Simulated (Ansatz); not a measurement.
**ZnO with phosphorus replacing O: gradients before and after relaxing the atoms**

Start: a supercell of ZnO (wurtzite type, P6_3mc) built from a COD entry, with all atoms left at the host's positions.

```cif
data_Zn16PO15
_symmetry_space_group_name_H-M 'P3m1'
_symmetry_Int_Tables_number 156
_cell_length_a 6.4986
_cell_length_b 6.4986
_cell_length_c 10.4114
_cell_angle_alpha 90.000
_cell_angle_beta 90.000
_cell_angle_gamma 120.000
loop_
_atom_site_label
_atom_site_type_symbol
_atom_site_symmetry_multiplicity
_atom_site_Wyckoff_symbol
_atom_site_fract_x
_atom_site_fract_y
_atom_site_fract_z
Zn1 Zn 3 d 0.8333 0.1667 0.2500
Zn2 Zn 3 d 0.8333 0.1667 0.7500
Zn7 Zn 1 b 0.3333 0.6667 0.2500
Zn8 Zn 1 b 0.3333 0.6667 0.7500
Zn9 Zn 1 a 0.0000 0.0000 0.0000
Zn10 Zn 1 a 0.0000 0.0000 0.5000
Zn11 Zn 3 d 0.0000 0.5000 0.0000
Zn12 Zn 3 d 0.0000 0.5000 0.5000
P P 1 a 0.0000 0.0000 0.1895
O18 O 1 a 0.0000 0.0000 0.6895
O19 O 3 d 0.0000 0.5000 0.1895
O20 O 3 d 0.0000 0.5000 0.6895
O25 O 3 d 0.8333 0.1667 0.4395
O26 O 3 d 0.8333 0.1667 0.9395
O31 O 1 b 0.3333 0.6667 0.4395
O32 O 1 b 0.3333 0.6667 0.9395
```

One atom of each set is listed.

Computed with Ansatz: DFT, PBE, plane waves and PAW, scalar-relativistic, 420 eV cutoff, Γ-centred 3×3×2 k-points, Fermi–Dirac smearing 0.01 eV, cell charge -1.

The largest force at the start is 3.9 eV/Å. Relaxing the ions at fixed cell moves them by 0.278 Å at most (atom 9, Zn) and 0.116 Å rms.

| site | moved (Å) | first shell before | first shell after | V_zz before (10²¹ V/m²) | η before |
| --- | --- | --- | --- | --- | --- |
| Zn1 | 0.183 | 3 O at 1.97–1.98 Å, 1 P at 1.98 Å | 3 O at 1.95–1.99 Å, 1 P at 2.16 Å | -5.83 | 0.20 |
| Zn2 | 0.102 | 4 O at 1.97–1.98 Å | 4 O at 1.95–1.98 Å | -0.58 | 0.05 |
| Zn7 | 0.091 | 4 O at 1.97–1.98 Å | 4 O at 1.96–2.01 Å | 0.70 | 0.00 |
| Zn8 | 0.123 | 4 O at 1.97–1.98 Å | 4 O at 1.95–1.97 Å | -0.12 | 0.00 |
| Zn9 | 0.278 | 1 P at 1.97 Å, 3 O at 1.98 Å | 3 O at 2.00 Å, 1 P at 2.20 Å | -6.05 | 0.00 |
| Zn10 | 0.108 | 4 O at 1.97–1.98 Å | 4 O at 1.97–2.03 Å | 0.26 | 0.00 |
| Zn11 | 0.050 | 4 O at 1.97–1.98 Å | 4 O at 1.97–2.00 Å | -0.34 | 0.76 |
| Zn12 | 0.069 | 4 O at 1.97–1.98 Å | 4 O at 1.95 Å | 0.53 | 0.41 |
| P | 0.054 | 4 Zn at 1.97–1.98 Å | 4 Zn at 2.16–2.20 Å | 0.45 | 0.00 |
| O19 | 0.022 | 4 Zn at 1.97–1.98 Å | 4 Zn at 1.95–1.97 Å | -2.63 | 0.21 |
| O26 | 0.142 | 4 Zn at 1.97–1.98 Å | 4 Zn at 1.95–2.00 Å | -1.36 | 0.06 |

(1) How do the gradients change?

Answers

(1) 

```json
{"site": "Zn1", "V_zz after": "-1.85", "η after": "0.96", "change of V_zz": "+3.98"}
{"site": "Zn2", "V_zz after": "1.42", "η after": "0.03", "change of V_zz": "–"}
{"site": "Zn7", "V_zz after": "3.15", "η after": "0.00", "change of V_zz": "+2.45"}
{"site": "Zn8", "V_zz after": "-1.52", "η after": "0.00", "change of V_zz": "-1.40"}
{"site": "Zn9", "V_zz after": "-0.97", "η after": "0.00", "change of V_zz": "+5.08"}
{"site": "Zn10", "V_zz after": "2.94", "η after": "0.00", "change of V_zz": "+2.68"}
{"site": "Zn11", "V_zz after": "-1.80", "η after": "0.52", "change of V_zz": "-1.46"}
{"site": "Zn12", "V_zz after": "-1.03", "η after": "0.45", "change of V_zz": "–"}
{"site": "P", "V_zz after": "1.73", "η after": "0.00", "change of V_zz": "+1.28"}
{"site": "O19", "V_zz after": "-4.14", "η after": "0.55", "change of V_zz": "-1.51"}
{"site": "O26", "V_zz after": "-2.43", "η after": "0.87", "change of V_zz": "-1.07"}
```

The largest change of V_zz along a kept axis is on Zn9, from -6.05 to -0.97. Small gradients that grow severalfold: P (0.45 to 1.73), Zn11 (-0.34 to -1.80), Zn10 (0.26 to 2.94), Zn8 (-0.12 to -1.52). In per cent, |V_zz| changes by -84 to -68 on Zn, +57 on O (all sites that start above 2). Where |V_zz| stays above 0.1 and the axes keep their order, η moves most on O26, from 0.06 to 0.87. V_zz changes sign on O32 (same axis) (not in the table). On Zn2, Zn12 the largest principal value lies along another axis in the second run, so the two V_zz can't be compared directly. The table leaves out 5 of the 16 sites, with |V_zz| up to 1.99; their tensors move by 0.64 at most along any direction. The statements above cover all sites. The host's own positions weren't relaxed first, so part of the change far from the defect can be the host's relaxation.

The run isn't spin-polarised, and a state with spin may lie lower. The defect repeats with the cell of 32 atoms, so it feels its images: sites between two images don't show the values beside a lone defect, and zeros or small values of η there can come from the images' arrangement. O and Zn carry a gradient in the pure host already, so the values there aren't the defect's effect alone. A uniform background compensates the cell's charge. The defect cell has no gap above 0.1 eV on its mesh, so the values can hang on the smearing and the k-mesh.
Before: The cell keeps the host's lattice, where the PBE pressure is 13 GPa (in a charged cell this depends on the convention for the mean potential). The neighbours have not yet relaxed around the defect (largest force 3.9 eV/Å), so the values at and beside it are those of a strained start, not of the defect in a real crystal.
After: The relaxation keeps the site symmetry 3m of the start, so the impurity can move only along its axis; a distortion that would localise the partly filled state isn't explored. The cell keeps the host's lattice, where the PBE pressure is 10 GPa (in a charged cell this depends on the convention for the mean potential).
